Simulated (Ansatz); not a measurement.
PbIBr:
```yaml
crystal:
  lattice:
    - [8.76980, 0.00000, 0.00000]
    - [0.00000, 4.45849, 0.00000]
    - [0.00000, 0.00000, 10.62514]
  atoms:
    - { symbol: Pb, position: [0.15386, 0.75000, 0.84457] }
    - { symbol: Pb, position: [0.84614, 0.25000, 0.15543] }
    - { symbol: Pb, position: [0.34614, 0.25000, 0.34457] }
    - { symbol: Pb, position: [0.65386, 0.75000, 0.65543] }
    - { symbol: I, position: [0.99702, 0.25000, 0.67232] }
    - { symbol: I, position: [0.00298, 0.75000, 0.32768] }
    - { symbol: I, position: [0.50298, 0.75000, 0.17232] }
    - { symbol: I, position: [0.49702, 0.25000, 0.82768] }
    - { symbol: Br, position: [0.34201, 0.75000, 0.55171] }
    - { symbol: Br, position: [0.65799, 0.25000, 0.44829] }
    - { symbol: Br, position: [0.15799, 0.25000, 0.05171] }
    - { symbol: Br, position: [0.84201, 0.75000, 0.94829] }
```

Relaxed with r²SCAN+D4.

Problem. Give the Bader charges and basin volumes of the independent atoms, r²SCAN+D4 (plane waves, PAW; program Ansatz).

Solution. 

```json
[
 {"atom": "Pb1", "Bader charge (e)": "+1.14", "Bader volume (Å³)": "25.9"},
 {"atom": "I5", "Bader charge (e)": "-0.52", "Bader volume (Å³)": "44.8"},
 {"atom": "Br9", "Bader charge (e)": "-0.62", "Bader volume (Å³)": "33.1"}
]
```

Space group Pnma. The first step of the workflow began from a Materials Project structure, measured or hypothetical; the Crystallography Open Database copy checked does not list it. Its standing as an ambient phase is unchecked. The r²SCAN+D4 relaxation kept the symmetry of its start; its stability against distortions is not shown here. Spin–orbit coupling is left out wherever it is not named.

Potentials: the later of the program's two PAW sets.
